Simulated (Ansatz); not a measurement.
Ta₂O₅ (I4/mmm), symmetry broken, then relaxed

All numbers below come from DFT r2SCAN, scalar-relativistic, plane waves, PAW (Ansatz). Settings: plane waves to 500 eV, k-mesh 6×6×6 (Γ-centred), Gaussian smearing 0.05 eV. Spin–orbit coupling is left out, which can shift energies with elements as heavy as these. No spin polarisation. Energies are free energies at this smearing, counted from the undisturbed cell; pressure is positive in compression.

Reference structure (relaxed at this level; it needn't be the usual structure):

```xyz
7
Lattice="-2.6236 2.6236 4.7757 2.6236 -2.6236 4.7757 2.6236 2.6236 -4.7757" Properties=species:S:1:pos:R:3 pbc="T T T"
Ta    0.0000    0.0000    1.8840
Ta    0.0000    0.0000    7.6674
O     0.0000    0.0000    0.0000
O    -1.3118    1.3118    2.3879
O     1.3118   -1.3118    2.3879
O     1.3118    1.3118   -2.3879
O     1.3118    1.3118    2.3879
```

The atoms are displaced (Å, in the unstrained cell):

| atom | ux | uy | uz |
| --- | --- | --- | --- |
| Ta1 | 0.005 | 0.014 | 0.025 |
| Ta2 | -0.011 | -0.006 | -0.006 |
| O3 | 0.010 | -0.030 | -0.012 |
| O4 | 0.018 | 0.004 | 0.003 |
| O5 | -0.018 | 0.022 | 0.004 |
| O6 | -0.010 | 0.013 | -0.025 |
| O7 | 0.008 | -0.017 | 0.010 |

The cell is strained by (0.0611, 0.0687, -0.0745, 0.0149, 0.1307, 0.0322) (xx, yy, zz, yz, xz, xy; engineering shear). Cell and atoms are then relaxed.

Question: Does the relaxation return to the undisturbed structure?

Answer: No. It ends 79.2 meV/atom below it. The disturbance itself cost 276.4 meV/atom. The final space group reads I-42m (tolerance 0.05 Å) and the volume changes by -8.48 %.

Final structure:

```
Ta O
1.0
    -2.51616    2.52376    4.71787
     2.52926   -2.52250    4.73443
     2.51625    2.52260   -4.71577
Ta O
2 5
Direct
  0.20132 0.20128 0.00065
  0.79931 0.79878 0.00007
  0.00239 0.00025 0.00265
  0.52569 0.08239 0.99796
  0.08215 0.52539 0.99863
  0.91567 0.91740 0.44331
  0.47348 0.47452 0.55673
```

The relaxation, step by step (energy from the first step; small jumps at an unchanged geometry come where the plane waves are selected anew for the new cell):

```tsv
step	ΔE (meV/atom)	largest force component (eV/Å)	pressure (GPa)
1	0.0	7.207	-9.12
2	-227.1	0.585	-0.78
3	-263.8	0.516	1.57
4	-281.3	0.170	-0.14
5	-296.3	0.503	-1.41
6	-318.7	0.903	-4.48
7	-345.7	0.562	-3.28
8	-356.4	0.069	0.10
9	-356.6	0.006	0.01
10	-356.6	0.048	-0.41
11	-356.7	0.009	0.03
12	-356.7	0.027	-0.01
13	-356.7	0.034	-0.01
14	-356.7	0.005	0.00
15	-355.6	0.005	0.04
```

Frames along the relaxation (Å, eV/Å):

```xyz
7
Lattice="-2.429 2.797 4.268 3.054 -2.726 4.572 2.514 2.810 -4.229" Properties=species:S:1:pos:R:3:forces:R:3 pbc="T T T" step=1
Ta    0.130    0.030    1.767    1.187   -0.563    5.886
Ta    0.489    0.050    7.090   -1.113    0.396   -7.207
O     0.009   -0.032   -0.011    0.096    0.039    0.938
O    -1.196    1.403    2.138   -0.282    0.261    0.036
O     1.509   -1.339    2.289    0.137   -0.306    0.150
O     1.245    1.418   -2.138   -0.132   -0.171    0.183
O     1.578    1.423    2.315    0.107    0.344    0.014
7
Lattice="-2.426 2.709 4.317 2.911 -2.661 4.560 2.450 2.686 -4.288" Properties=species:S:1:pos:R:3:forces:R:3 pbc="T T T" step=2
Ta    0.123    0.013    1.849    0.121   -0.029   -0.321
Ta    0.361    0.037    7.035   -0.166   -0.043   -0.283
O     0.008   -0.022   -0.012    0.031    0.093    0.585
O    -1.199    1.362    2.161   -0.067    0.049   -0.010
O     1.441   -1.326    2.293    0.068   -0.090    0.085
O     1.211    1.351   -2.160    0.048    0.050    0.015
O     1.476    1.366    2.299   -0.035   -0.029   -0.071
7
Lattice="-2.519 2.659 4.533 2.774 -2.642 4.666 2.513 2.636 -4.522" Properties=species:S:1:pos:R:3:forces:R:3 pbc="T T T" step=3
Ta    0.072    0.004    1.868   -0.188    0.032   -0.516
Ta    0.183    0.013    7.335    0.183   -0.028    0.285
O     0.006   -0.012   -0.005    0.021    0.026    0.251
O    -1.248    1.337    2.266   -0.015    0.018    0.024
O     1.373   -1.322    2.352    0.010   -0.013    0.044
O     1.242    1.326   -2.273    0.035    0.035   -0.026
O     1.394    1.326    2.334   -0.046   -0.070   -0.063
7
Lattice="-2.667 2.585 4.893 2.523 -2.594 4.818 2.673 2.600 -4.899" Properties=species:S:1:pos:R:3:forces:R:3 pbc="T T T" step=5
Ta   -0.043   -0.005    1.893    0.153   -0.014    0.503
Ta   -0.103   -0.009    7.815   -0.158   -0.007   -0.351
O     0.003   -0.022    0.003   -0.011   -0.045   -0.145
O    -1.252    1.280    2.644    0.369   -0.295    0.169
O     1.180   -1.269    2.639   -0.268    0.310    0.118
O     1.253    1.286   -2.650   -0.336   -0.271   -0.180
O     1.346    1.321    2.179    0.251    0.322   -0.113
7
Lattice="-2.709 2.543 4.971 2.412 -2.560 4.813 2.722 2.573 -4.983" Properties=species:S:1:pos:R:3:forces:R:3 pbc="T T T" step=6
Ta   -0.092   -0.012    1.905    0.347   -0.081    0.903
Ta   -0.209   -0.018    7.873   -0.375   -0.129   -0.741
O     0.002   -0.038    0.004   -0.024   -0.113   -0.180
O    -1.211    1.234    2.865    0.584   -0.456   -0.137
O     1.073   -1.214    2.813   -0.388    0.590   -0.268
O     1.217    1.246   -2.869   -0.488   -0.386    0.114
O     1.348    1.340    1.993    0.343    0.576    0.310
7
Lattice="-2.687 2.504 4.882 2.350 -2.520 4.696 2.703 2.536 -4.894" Properties=species:S:1:pos:R:3:forces:R:3 pbc="T T T" step=7
Ta   -0.118   -0.019    1.909    0.551   -0.170    0.156
Ta   -0.226   -0.023    7.658   -0.562   -0.279    0.019
O    -0.002   -0.066   -0.004   -0.017   -0.048   -0.007
O    -1.123    1.185    2.979    0.127   -0.190   -0.353
O     1.020   -1.142    2.871   -0.351    0.413   -0.344
O     1.138    1.197   -2.975   -0.063   -0.110    0.238
O     1.341    1.372    1.824    0.315    0.384    0.291
7
Lattice="-2.580 2.517 4.746 2.470 -2.525 4.691 2.580 2.525 -4.751" Properties=species:S:1:pos:R:3:forces:R:3 pbc="T T T" step=8
Ta   -0.028   -0.009    1.899    0.021   -0.028   -0.064
Ta   -0.082   -0.012    7.538   -0.021   -0.030    0.069
O    -0.003   -0.064    0.000    0.000    0.019    0.001
O    -1.122    1.145    2.871   -0.044    0.035    0.036
O     1.096   -1.109    2.883    0.010   -0.015    0.010
O     1.123    1.148   -2.874    0.051    0.036   -0.034
O     1.377    1.410    1.805   -0.017   -0.017   -0.018
7
Lattice="-2.543 2.522 4.734 2.503 -2.524 4.720 2.543 2.524 -4.735" Properties=species:S:1:pos:R:3:forces:R:3 pbc="T T T" step=9
Ta   -0.010   -0.003    1.900    0.003    0.001   -0.001
Ta   -0.031   -0.004    7.554   -0.001   -0.003    0.000
O    -0.001   -0.020    0.000    0.000    0.006    0.000
O    -1.121    1.128    2.878   -0.002   -0.004    0.004
O     1.110   -1.116    2.883   -0.003    0.001    0.002
O     1.122    1.128   -2.878    0.001   -0.003   -0.005
O     1.394    1.407    1.836    0.002    0.002   -0.001
7
Lattice="-2.518 2.527 4.714 2.534 -2.525 4.731 2.518 2.526 -4.711" Properties=species:S:1:pos:R:3:forces:R:3 pbc="T T T" step=10
Ta    0.005    0.001    1.900    0.019    0.016   -0.004
Ta    0.011    0.002    7.546   -0.024   -0.001   -0.044
O     0.001    0.005    0.000    0.000    0.008    0.008
O    -1.119    1.118    2.876   -0.005   -0.005   -0.017
O     1.122   -1.120    2.883    0.000   -0.012   -0.022
O     1.118    1.117   -2.875    0.011    0.003    0.031
O     1.412    1.407    1.849   -0.001   -0.008    0.048
7
Lattice="-2.534 2.522 4.728 2.512 -2.523 4.724 2.534 2.523 -4.727" Properties=species:S:1:pos:R:3:forces:R:3 pbc="T T T" step=11
Ta   -0.005   -0.001    1.900    0.006   -0.004   -0.003
Ta   -0.016   -0.002    7.552   -0.003    0.005    0.009
O     0.000   -0.008    0.000    0.000    0.000    0.001
O    -1.121    1.122    2.879   -0.001    0.000    0.005
O     1.113   -1.118    2.882   -0.001    0.001   -0.001
O     1.121    1.123   -2.878    0.000   -0.002   -0.007
O     1.400    1.405    1.842   -0.001    0.000   -0.003
7
Lattice="-2.515 2.524 4.717 2.531 -2.523 4.735 2.515 2.523 -4.715" Properties=species:S:1:pos:R:3:forces:R:3 pbc="T T T" step=13
Ta    0.005    0.003    1.899    0.021   -0.034    0.010
Ta    0.012    0.002    7.553   -0.003    0.031   -0.010
O     0.001    0.013    0.000    0.000    0.000    0.006
O    -1.119    1.113    2.879   -0.002    0.005    0.005
O     1.119   -1.122    2.882   -0.008    0.009   -0.011
O     1.118    1.113   -2.879   -0.002   -0.003    0.005
O     1.411    1.402    1.855   -0.006   -0.008   -0.004
7
Lattice="-2.516 2.524 4.718 2.529 -2.523 4.734 2.516 2.523 -4.716" Properties=species:S:1:pos:R:3:forces:R:3 pbc="T T T" step=14
Ta    0.004    0.002    1.900    0.000    0.003   -0.003
Ta    0.009    0.003    7.553   -0.002   -0.002    0.005
O     0.001    0.012    0.000    0.000   -0.001   -0.001
O    -1.119    1.114    2.880    0.000    0.000    0.000
O     1.119   -1.121    2.881    0.001   -0.001    0.002
O     1.119    1.114   -2.880    0.000    0.001   -0.001
O     1.410    1.402    1.855    0.001    0.001   -0.001
7
Lattice="-2.516 2.524 4.718 2.529 -2.523 4.734 2.516 2.523 -4.716" Properties=species:S:1:pos:R:3:forces:R:3 pbc="T T T" step=15
Ta    0.004    0.002    1.900    0.000    0.003   -0.004
Ta    0.009    0.003    7.553   -0.003   -0.002    0.005
O     0.001    0.012    0.000    0.000   -0.001   -0.001
O    -1.119    1.114    2.880    0.000    0.000    0.001
O     1.119   -1.121    2.881    0.001   -0.002    0.002
O     1.119    1.114   -2.880    0.001    0.001   -0.002
O     1.410    1.402    1.855    0.001    0.001   -0.002
```

Cost: 3 runs of about 9 core-minutes in all, on AMD EPYC 9R45 (Zen 5) (shared hosts).